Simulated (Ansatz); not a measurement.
Consider the following.

LiTaO3:
```
CELL_PARAMETERS angstrom
      2.53675     1.46459     4.55286
     -2.53675     1.46459     4.55286
      0.00000    -2.92919     4.55286
ATOMIC_POSITIONS crystal
  Li 0.71633 0.71633 0.71633
  Li 0.21633 0.21633 0.21633
  Ta 0.00061 0.00061 0.00061
  Ta 0.50061 0.50061 0.50061
  O  0.62945 0.88681 0.27570
  O  0.88681 0.27570 0.62945
  O  0.27570 0.62945 0.88681
  O  0.12945 0.77570 0.38681
  O  0.38681 0.12945 0.77570
  O  0.77570 0.38681 0.12945
```

This is the LDA-relaxed structure. Tensor components refer to the Cartesian frame of this cell.

### Question
All from LDA (plane waves, PAW; program Ansatz), unless another level is named. Estimate the formation energy from the elements (no fitted shifts).

### Answer
-275 kJ/mol-atom.

### Question
What about the electron effective mass, band 2 of 2 at the edge?

### Answer
1.1 along x, 0.56 along z (mₑ).

### Question
Predict the smallest direct gap on the standard path.

### Answer
3.86 eV.

### Question
What about the band gap?

### Answer
3.82 eV (indirect).

### Question
Predict the valence-band maximum.

### Answer
off the standard path, at k = (0.130, 0.177, 0.177) in fractions of the reciprocal vectors.

Space group R3c. The cell was relaxed with LDA under the symmetry of its start. The run is not spin-polarised. The references are the lowest solids computed at this level, not always the standard phases (solids in place of the gases). Spin–orbit coupling is left out wherever it is not named.

Potentials: the later of the program's two PAW sets.
